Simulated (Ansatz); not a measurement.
BN in space group P6_3mc (No. 186; Pearson symbol hP12), r²SCAN (plane waves, PAW; program Ansatz), all energies at zero smearing, with the estimated change up to a 700 eV cutoff added, with one set of potentials and settings (totals compare only within such a set). Cell of 12 atoms (6 B, 6 N): -3263.991 eV.

```json
[
 {"element": "B", "reference phase": "R-3m, 12 atoms in the cell", "E (eV/atom)": "-156.5544"},
 {"element": "N", "reference phase": "Pa-3, 8 atoms in the cell", "E (eV/atom)": "-384.8315"}
]
```

Formation energy per atom, worked out: (-3263.991 − 6×(-156.5544) − 6×(-384.8315))/12 = -1.306 eV/atom (-126 kJ per mol of atoms), at 0 K, without zero-point energy or fitted corrections.

A made-up cell: these elements were put on the sites of a structure type. Its sites differ from those of the usual phase in this space group: another stacking or structure type. The cell was relaxed with r²SCAN under the symmetry of its start; its stability against distortions is not shown here. The references are the lowest solids computed at this level, not always the standard phases (solids in place of the gases).

Potentials: the later of the program's two PAW sets.
